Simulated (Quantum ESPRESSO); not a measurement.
Simulation results for Mg₃S₂Cl₂ (made-up cell, one site empty)

Calculation on a made-up crystal cell, not a measurement, with one named mistake planted (healthy values lack it): periodic Kohn-Sham density functional theory in plane waves with PseudoDojo standard norm-conserving scalar-relativistic pseudopotentials, each functional with its own files (v0.5 for PBE, v0.4.1 for LDA and PBEsol), no spin polarisation, no spin-orbit coupling, atoms not relaxed, stress positive in tension, energies less a fixed whole-eV offset for each atom's element; levels are Kohn-Sham levels at fractions of this cell's reciprocal vectors, counted from the reference band (half the neutral cell's valence electrons, rounded up) at Gamma; error bars cover cutoff and k-mesh only, not smearing or the files; each bar is the largest change over components, and at least 0.002 eV, 0.002 eV per angstrom or 0.02 GPa; a charged cell sits in a uniform background, with energy and stress on this program's zero of potential; energies are for the whole cell, and the offsets were chosen from early runs and are not element reference energies; a distance is the largest change of any value in units of its error bar (the energy's for the smearing term), a scale change is of lengths, and a coarse mesh keeps the half-step shift; machines and their load varied, so run times do not measure scaling. Program: Quantum ESPRESSO 7.5.

Common to all entries: lattice type zincblende/diamond; empty site 4; intended functional pbe; intended cutoff 1143 eV; intended fermi dirac smearing 0.025 eV; intended scf tolerance 1e-07 eV; intended electrons removed 0; healthy free energy less offsets 3.528 eV; healthy scf iterations 9; healthy smearing term minus ts 0 eV; healthy pressure -3.13 GPa; healthy stress xx 2.33 GPa; healthy stress yy 2.65 GPa; healthy stress zz 4.41 GPa; healthy stress yz 0.27 GPa; healthy stress xz -0.42 GPa; healthy stress xy -1.33 GPa; healthy reference band 28; faulty run command pw.x -nk 1 -in in; faulty run processor AMD EPYC, Zen 5 class, virtual cores; intended k mesh 4 x 4 x 4, shifted by half a step; structure shown as intended, without the mistake.

(1) Mg₃S₂Cl₂ (made-up cell, one site empty)

Intended structure:
```
cell vectors (Å)
   5.7258     0.0157    -0.0171
   0.0157     5.8578     0.0022
  -0.0171     0.0022     5.7718
atoms (fractions of the cell vectors)
Mg  0.01199  0.00933 -0.00692
Mg  0.01039  0.49944  0.51587
Mg  0.49136  0.00857  0.50026
S   0.25362  0.24813  0.24488
Cl  0.26809  0.75401  0.74826
Cl  0.75644  0.25410  0.74392
S   0.75095  0.73764  0.25098
```

```
fault kind       : wrong functional
fault functional : pbesol
faulty stress zz : ?
faulty stress yz : ?
```

Atoms:
```csv
atoms element,atom site,atom energy offset (eV)
Mg,1,-1617
Mg,2,-1617
Mg,3,-1617
S,5,-302
Cl,6,-449
Cl,7,-449
S,8,-302
```

Healthy forces:
```csv
site,x (eV/Å),y (eV/Å),z (eV/Å)
1,-0.377,-0.478,1.46
2,-0.098,0.191,-1.638
3,0.521,-0.343,-1.42
5,-0.22,0.105,0.578
6,-0.234,0.056,0.285
7,0.015,-0.202,0.241
8,0.394,0.672,0.493
```

Healthy levels:
```csv
level k point,next band up (eV)
Gamma,1.548
"(1/2,1/2,1/2)",3.061
"(0.15,0,0)",1.805
"(0,0.15,0)",1.795
"(0,0,0.15)",1.869
```

(2) Mg₃S₂Cl₂ (made-up cell, one site empty)

Structure as in entry 1.

```
fault kind              : wrong charge
fault electrons removed : 1
faulty pressure         : ?
faulty stress yz        : ?
faulty stress yy        : ?
faulty stress zz        : ?
```

Atoms:
```csv
atoms element,atom site,atom energy offset (eV)
Mg,1,-1617
Mg,2,-1617
Mg,3,-1617
S,5,-302
Cl,6,-449
Cl,7,-449
S,8,-302
```

Healthy forces:
```csv
site,x (eV/Å),y (eV/Å),z (eV/Å)
1,-0.377,-0.478,1.46
2,-0.098,0.191,-1.638
3,0.521,-0.343,-1.42
5,-0.22,0.105,0.578
6,-0.234,0.056,0.285
7,0.015,-0.202,0.241
8,0.394,0.672,0.493
```

Healthy levels:
```csv
level k point,next band up (eV)
Gamma,1.548
"(1/2,1/2,1/2)",3.061
"(0.15,0,0)",1.805
"(0,0.15,0)",1.795
"(0,0,0.15)",1.869
```

To be estimated
1. What faulty stress zz does the calculation give for Mg₃S₂Cl₂ (made-up cell, one site empty) (entry 1)?
2. Give the missing faulty stress yz for Mg₃S₂Cl₂ (made-up cell, one site empty) (entry 1).
3. What faulty pressure does the calculation give for Mg₃S₂Cl₂ (made-up cell, one site empty) (entry 2)?
4. What faulty stress yz does the calculation give for Mg₃S₂Cl₂ (made-up cell, one site empty) (entry 2)?
5. Estimate the faulty stress yy of Mg₃S₂Cl₂ (made-up cell, one site empty) (entry 2).
6. Give the missing faulty stress zz for Mg₃S₂Cl₂ (made-up cell, one site empty) (entry 2).

Answers
1. 5.417 GPa
2. 0.2544 GPa
3. -9 GPa
4. 0.4119 GPa
5. 9.423 GPa
6. 8.449 GPa

Further results for Mg₃S₂Cl₂ (made-up cell, one site empty) (entry 1):

```
faulty free energy less offsets                            : 12.69 eV
faulty scf iterations                                      : 9
faulty smearing term minus ts                              : 0 eV
faulty pressure                                            : -4.148 GPa
faulty stress xx                                           : 3.361 GPa
faulty stress yy                                           : 3.667 GPa
faulty stress xz                                           : -0.4074 GPa
faulty stress xy                                           : -1.289 GPa
faulty reference band                                      : 28
other mistakes compared                                    : 7
distance from healthy                                      : 4581 error bars
distance from nearest other mistake                        : 2454 error bars
healthy error bar energy                                   : 0.002 eV
healthy error bar stress                                   : 0.02 GPa
healthy error bar force                                    : 0.005201 eV/Å
healthy error bar next band up                             : 0.002 eV
faulty wall time of scf and band steps on a shared machine : 418.7 s
```

Faulty forces:
```csv
site,x (eV/Å),y (eV/Å),z (eV/Å)
1,-0.3694,-0.4678,1.421
2,-0.101,0.1867,-1.601
3,0.5097,-0.3406,-1.386
5,-0.2285,0.08994,0.5847
6,-0.2426,0.07953,0.2586
7,0.03646,-0.2127,0.2161
8,0.3954,0.6649,0.5062
```

Faulty levels:
```csv
level k point,next band up (eV)
Gamma,1.433
"(1/2,1/2,1/2)",2.978
"(0.15,0,0)",1.697
"(0,0.15,0)",1.687
"(0,0,0.15)",1.764
```

Further results for Mg₃S₂Cl₂ (made-up cell, one site empty) (entry 2):

```
faulty free energy less offsets                            : 1.366 eV
faulty scf iterations                                      : 10
faulty smearing term minus ts                              : -0.0129 eV
faulty stress xx                                           : 9.127 GPa
faulty stress xz                                           : -0.3575 GPa
faulty stress xy                                           : 0.6465 GPa
faulty reference band                                      : 28
other mistakes compared                                    : 7
distance from healthy                                      : 1081 error bars
distance from nearest other mistake                        : 1014 error bars
healthy error bar energy                                   : 0.002 eV
healthy error bar stress                                   : 0.02 GPa
healthy error bar force                                    : 0.005201 eV/Å
healthy error bar next band up                             : 0.002 eV
faulty wall time of scf and band steps on a shared machine : 358.3 s
```

Faulty forces:
```csv
site,x (eV/Å),y (eV/Å),z (eV/Å)
1,-0.3038,-0.4014,0.4219
2,-0.006099,0.08816,-0.9204
3,0.457,-0.29,-0.7038
5,-0.3143,0.07601,0.5087
6,-0.3001,0.08786,0.1752
7,0.04884,-0.2577,0.1378
8,0.4184,0.6971,0.3806
```

Faulty levels:
```csv
level k point,next band up (eV)
Gamma,2.732
"(1/2,1/2,1/2)",4.262
"(0.15,0,0)",2.982
"(0,0.15,0)",2.974
"(0,0,0.15)",3.016
```
